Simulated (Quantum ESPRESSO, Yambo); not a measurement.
# Levels of theory for the gap of TiO₂

TiO2 (anatase, space group I4_1/amd, No. 141): one geometry, one set of PBEsol (pw.x of Quantum ESPRESSO, ONCV potentials, scalar-relativistic) orbitals, self-energies from Yambo (4×4×4 Γ-centred k mesh, bands 3 to 137 and a 8 Ry block in the screening, 137 bands in G with the Bruneval-Gonze terminator, plasmon pole fitted at 27.2 eV).

The geometry is that of Materials Project entry mp-390, symmetrised and not relaxed again.

```json
[
 {"level": "PBEsol (Quantum ESPRESSO)", "gap X → Γ (eV)": "2.17", "direct gap at (0.25, 0.25, -0.25) (eV)": "2.45", "rough Yambo cost": "–"},
 {"level": "exchange only (Hartree-Fock self-energy on PBEsol orbitals)", "gap X → Γ (eV)": "14.49", "direct gap at (0.25, 0.25, -0.25) (eV)": "14.83", "rough Yambo cost": "about 1/8 (12 states)"},
 {"level": "static COHSEX@PBEsol", "gap X → Γ (eV)": "4.15", "direct gap at (0.25, 0.25, -0.25) (eV)": "4.48", "rough Yambo cost": "within a factor of two (4 states)"},
 {"level": "G0W0@PBEsol, plasmon pole", "gap X → Γ (eV)": "3.68", "direct gap at (0.25, 0.25, -0.25) (eV)": "3.98", "rough Yambo cost": "1 (12 states)"}
]
```

Bare exchange has no screening and gives the widest gap; static COHSEX screens it but leaves out the frequency dependence, which G0W0 restores. The mesh misses a band edge: along a dense path the PBEsol gap is 2.12 eV against 2.17 eV on the mesh.

Costs are rough ratios of core time on shared machines.

Nearest settings tried, and what they do to the gap: 91 bands in G: -12 meV; 69 bands in W: +37 meV; 1 Ry block (15 vectors against 181): +1631 meV. Not varied: mesh. So the settings aren't converged at that level.
